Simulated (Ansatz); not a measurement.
MgO (rock salt, Fm-3m), DFT-r²SCAN in the program Ansatz with PAW potentials. The conduction-band minimum lies at Γ, with 1 equivalent valley. Second derivatives d²E/dk² of the lowest band at one valley (eV·Å²), along Cartesian directions:

| direction | d²E/dk² |
|---|---|
| [100] | 20.92 |
| [010] | 20.92 |
| [001] | 20.92 |
| [110] | 20.92 |
| [101] | 20.92 |
| [011] | 20.92 |

Q: Find the principal effective masses, the density-of-states mass and the conductivity mass.

A: Off-diagonal terms follow from H_xy = H[110] − (H_xx + H_yy)/2, and m*/mₑ = 7.620 eV·Å² over each eigenvalue: 0.36, 0.36, 0.36. One valley's DOS mass (m₁m₂m₃)^(1/3) = 0.36, conductivity mass 3/(Σ 1/mᵢ) = 0.36 mₑ.

Q: What effective density of states Nc follows at 300 K for parabolic valleys?

A: Nc = 2.509e19 × 1 × (0.36)^(3/2) ≈ 5.4e18 cm⁻³.

The cell was relaxed with r²SCAN under the symmetry of its start. The volume moved by -16 % from the start of the relaxation.

Potentials: the later of the program's two PAW sets.

Edges and masses are those of Kohn–Sham bands, whose gap is no quasiparticle gap.
